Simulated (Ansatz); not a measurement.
Input:

B4C:
```cif
data_C3B12
_chemical_formula_sum 'B12 C3'
_space_group_name_H-M_alt 'P 1'
_space_group_IT_number 1
_cell_length_a 5.16488
_cell_length_b 5.16488
_cell_length_c 5.16488
_cell_angle_alpha 65.878
_cell_angle_beta 65.878
_cell_angle_gamma 65.878
loop_
_space_group_symop_operation_xyz
  'x, y, z'
loop_
_atom_site_label
_atom_site_type_symbol
_atom_site_fract_x
_atom_site_fract_y
_atom_site_fract_z
_atom_site_occupancy
B1 B 0.30924 0.80617 0.80617 1
B2 B 0.69076 0.19383 0.19383 1
B3 B 0.80617 0.30924 0.80617 1
B4 B 0.19383 0.69076 0.19383 1
B5 B 0.80617 0.80617 0.30924 1
B6 B 0.19383 0.19383 0.69076 1
B7 B 0.67035 0.99406 0.99406 1
B8 B 0.32965 0.00594 0.00594 1
B9 B 0.99406 0.67035 0.99406 1
B10 B 0.00594 0.32965 0.00594 1
B11 B 0.99406 0.99406 0.67035 1
B12 B 0.00594 0.00594 0.32965 1
C1 C 0.61037 0.61037 0.61037 1
C2 C 0.38963 0.38963 0.38963 1
C3 C 0.50000 0.50000 0.50000 1
```

This is the PBEsol-relaxed structure.

All from DFT-PBEsol in the program Ansatz with PAW potentials, unless another level is named. Predict the smallest direct gap on the standard path.

1.48 eV.

What about the hole effective mass?

0.34, 0.84, 7.6 mₑ (principal values).

Predict the formation energy from the elements (no fitted shifts).

-0.029 eV/atom.

Space group R-3m. The first step of the workflow began from a Materials Project structure, measured or hypothetical; the Crystallography Open Database copy checked does not list it. Whether it is the stable phase at ambient conditions was not checked. The PBEsol relaxation kept the symmetry of its start; its stability against distortions is not shown here. The references are the lowest solids computed at this level, not always the standard phases.

Potentials: the earlier of the program's two PAW sets. The files were generated under PBE; for other functionals the program regenerates the frozen cores, and for LDA and PBEsol the local potential too.
